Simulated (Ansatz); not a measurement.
Si$_{3}$N$_{4}$:
Space group Fd-3m, origin choice 1 (No. 227); a = 7.7893 Å, b = 7.7893 Å, c = 7.7893 Å, α = 90.00°, β = 90.00°, γ = 90.00°

| atom | site | symmetry | x | y | z |
|---|---|---|---|---|---|
| Si | 16c | .-3m | 0.1250 | 0.1250 | 0.1250 |
| Si | 8b | -43m | 0.5000 | 0.5000 | 0.5000 |
| N | 32e | .3m | 0.3675 | 0.3675 | 0.3675 |
(The calculation used a cell of 14 atoms; values per cell refer to that cell.)

This is the PBE-relaxed structure.

Question: All from the program Ansatz at the PBE level (PAW), unless another level is named. Estimate the HSE06 gap on the PBE cell.

Answer: 4.65 eV.

Question: Next, the band gap?

Answer: 3.34 eV (indirect).

Question: Next, the electron effective mass, band 2 of 3 at the edge?

Answer: 0.33 along [100], 0.38 along [110], 0.36 along [111] (mₑ).

Symmetry was held in the PBE relaxation.

Potentials: the later of the program's two PAW sets.
